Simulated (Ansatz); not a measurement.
# 5 guesses for SnPb2O3 and where they end

Method: DFT PBE, scalar-relativistic, plane waves, PAW in Ansatz 0.2.0. Settings: cutoff 420 eV, Γ-centred meshes spaced at most about 0.3 Å⁻¹, and about 0.25 Å⁻¹ or finer for metals (2π included), Gaussian smearing. No spin polarisation in the final relaxations.

Each guess was relaxed in cell and atoms at zero pressure, within the symmetry of its start. Temperature and zero-point effects are left out. Coordination counts O atoms around Pb and Sn (those within 1.25 times the shortest such distance or 1.15 times the sum of covalent radii, 1.27 where that leaves under three; a plus sign parts nearer from farther groups; the shortest distance is added where it exceeds 1.18 times the sum of covalent radii; a slash parts the counts of unlike sites).

| guess | made from | start group | V start (Å³/atom) | end group | V end (Å³/atom) | coordination at the end | gap on mesh (eV) | E over the lowest end (meV/atom) |
| --- | --- | --- | --- | --- | --- | --- | --- | --- |
| 1 | NdSi2Rh3 type | P6/mmm | 18.8 | P6/mmm | 19.0 | Sn 12 from 3.6 Å, Pb 6 | 0 | 454 |
| 2 | Li3SmBi2 type | P-3m1 | 21.7 | P-3m1 | 17.7 | Sn 6 from 2.6 Å, Pb 6 from 2.6 Å | 0.14 | 11 |
| 3 | random cell | P-6m2 | 24.0 | ? | ? | ? | ? | ? |
| 4 | Zr2As3S type | P4mm | 17.4 | P4mm | 22.5 | Sn 4 from 2.7 Å, Pb 4 | 0.77 | 109 |
| 5 | Ti2CuSb3 type | P-4m2 | 19.8 | P-4m2 | 19.6 | Sn 4 from 2.5 Å, Pb 1+4 | 0.16 | 0 |

Guess 3 as it starts:

```
Sn Pb O
1.0
     4.49944    0.00000    0.00000
    -2.24972    3.89663    0.00000
     0.00000    0.00000    8.22838
Sn Pb O
1 2 3
Direct
  0.66667 0.33333 0.00000
  0.66667 0.33333 0.50000
  0.00000 0.00000 0.50000
  0.33333 0.66667 0.50000
  0.66667 0.33333 0.25153
  0.66667 0.33333 0.74847
```

Task: Predict the end of this guess and its energy over the lowest end.

Result: It ends in space group P-6m2 (No. 187), with a = 5.027 Å, c = 8.614 Å, 31.4 Å³/atom and no gap. It lies 0.87 eV/atom over the lowest end, above guess 1 and so the highest of the set. Counting O atoms around Pb and Sn, this end has Sn 2, Pb 3 from 2.9 Å/2+3 and the lowest (guess 5) has Sn 4 from 2.5 Å, Pb 1+4.

```cif
data_structure
_symmetry_space_group_name_H-M 'P-6m2'
_symmetry_Int_Tables_number 187
_cell_length_a 5.0269
_cell_length_b 5.0269
_cell_length_c 8.6137
_cell_angle_alpha 90.000
_cell_angle_beta 90.000
_cell_angle_gamma 120.000
_cell_volume 188.50
loop_
_atom_site_label
_atom_site_type_symbol
_atom_site_symmetry_multiplicity
_atom_site_Wyckoff_symbol
_atom_site_fract_x
_atom_site_fract_y
_atom_site_fract_z
_atom_site_occupancy
Sn1 Sn 1 e 0.66667 0.33333 0.00000 1
Pb1 Pb 1 f 0.66667 0.33333 0.50000 1
Pb2 Pb 1 b 0.00000 0.00000 0.50000 1
O1 O 1 d 0.33333 0.66667 0.50000 1
O2 O 2 i 0.66667 0.33333 0.23009 1
```

The zero of energy is the elements' standard structures at the same level (O₂ as a molecule); no fitted shifts are applied. The references include grey tin.

Task: Is the lowest end bound against the elements?

Result: Yes: its formation energy is −0.881 eV/atom. It lies below the elements, which doesn't yet make it stable against other compounds or structures.

For metals, differences of a few meV/atom aren't resolved. Weakly bound directions are ill-defined at this level, which has no dispersion term (P-4m2, P4mm), and this can change margins and order among such cells. Spin–orbit coupling, which can matter for Pb, is left out. Kohn–Sham gaps at this level usually fall short of measured ones. The missing spin–orbit coupling can work the other way here. Cells relaxed within their symmetry can be saddle points. A lower structure may well exist outside this small set. Some structure types and database cells were kept out of the candidates from the start, so a known form may be missing.
